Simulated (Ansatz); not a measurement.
Values for one crystal, relaxed and computed with PBE in the plane-wave PAW code Ansatz; other levels are named.

| Property | Result |
|---|---|
| Volume per atom | 6.75 Å³ |
| Electronic character | metallic (no gap) |
| Density of states at the Fermi level | 0.10 states/eV per atom (mean over ±0.08 eV) |
| Pressure derivative B′ | 3.8 |
| Bulk modulus (Birch–Murnaghan fit) | 317 GPa |

Q: Which compound is it?
(A) C, P4_2/mmc (C on 2e, C on 4i)
(B) As, diamond
(C) Sb, A7 (α-As type)
(D) Te, diamond

A: A, C, P4_2/mmc (C on 2e, C on 4i)

The start of the workflow was typed in or built on a structure type; neither database checked (COD, Materials Project) lists it. It is not the phase usual at ambient conditions (space group No. 194, 227). The PBE relaxation kept the symmetry of its start; whether a distortion lowers the energy is not shown.

Potentials: the earlier of the program's two PAW sets.
